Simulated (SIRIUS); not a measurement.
Sensitivity of a calculation on Sr2ZnAs2 (P-6m2, 5 atoms in the cell; from Materials Project mp-1218372) to its settings

```
CELL_PARAMETERS angstrom
      4.38028     0.00000     0.00000
     -2.19014     3.79343     0.00000
      0.00000     0.00000     8.56553
ATOMIC_POSITIONS crystal
  Sr 0.00000 0.00000 0.70553
  Sr 0.00000 0.00000 0.29447
  Zn 0.66667 0.33333 0.00000
  As 0.66667 0.33333 0.50000
  As 0.33333 0.66667 0.00000
```

Base run A: PBEsol, GBRV PBEsol ultrasoft pseudopotentials run with SIRIUS 7.12.0, self-consistent single point.

Its settings: parameters.ngridk = 7 7 3; parameters.xc_functionals = [XC_GGA_X_PBE_SOL, XC_GGA_C_PBE_SOL]; parameters.gk_cutoff = 6.325 1/bohr; parameters.pw_cutoff = 14.143 1/bohr; parameters.shiftk = 1 1 1; parameters.smearing = cold; parameters.smearing_width = 0.00499791 Ha; potentials = GBRV PBEsol ultrasoft pseudopotentials; parameters.electronic_structure_method = pseudopotential; parameters.num_bands = 30; parameters.num_mag_dims = 0; parameters.num_dft_iter = 100; parameters.energy_tol = 1e-07 Ha; parameters.density_tol = 1e-06; mixer.type = broyden2; mixer.beta = 0.3; mixer.use_hartree = false.

The structure comes from a collection of computed structures, made at another level of theory; the collection holds predicted forms beside known ones. No clean gap shows at this smearing width and mesh (spacing up to 0.24 Å⁻¹); the mesh is coarse for partly filled bands, so the values carry mesh errors.

ΔF is the free energy per atom less that of run A. 

Runs:
- B: parameters.energy_tol: 1e-07 Ha → 3.7e-12 Ha; parameters.density_tol: 1e-06 → 1
- C: parameters.ngridk: 7 7 3 → 6 6 3; parameters.smearing_width: 0.00499791 Ha → 0.00110248 Ha
- D: atom 5 moved by +0.08 angstrom along y
- E: lattice scaled by 0.97
- F: parameters.shiftk: 1 1 1 → default
- G: lattice vector b scaled by 1.02
- H: parameters.num_dft_iter: 100 → 200; mixer.beta: 0.3 → 0.7
- I: iterative_solver.num_steps: default → 40
- J: parameters.num_dft_iter: 100 → 200; mixer.max_history: default → 16
- K: parameters.num_dft_iter: 100 → 200

```csv
run,ΔF (meV/atom),pressure (GPa),largest force (eV/Å),k-points,rough cost (cheapest run = 1)
A,0.00,-2.22,0.020,32,2
B,0.00,-2.22,0.020,32,2
C,-0.38,-2.29,0.063,24,1
D,3.5,-2.16,0.448,50,2
E,-6.3,1.70,0.202,32,1
F,0.10,-2.28,0.067,16,1
G,11.3,-2.93,0.083,50,2
H,0.00,-2.22,0.020,32,1
I,0.00,-2.22,0.020,32,1
J,0.00,-2.22,0.020,32,1
K,0.00,-2.22,0.020,32,2
```

Run E against A: The free energy goes down by 6.3 meV/atom, the pressure goes from -2.22 to 1.70 GPa and the largest force goes from 0.020 to 0.202 eV/Å.

Run C against A: The free energy is nearly the same (within 1 meV/atom), the pressure hardly changes (-2.22 to -2.29 GPa) and the largest force goes from 0.020 to 0.063 eV/Å.

Small differences between rows can be mesh errors.
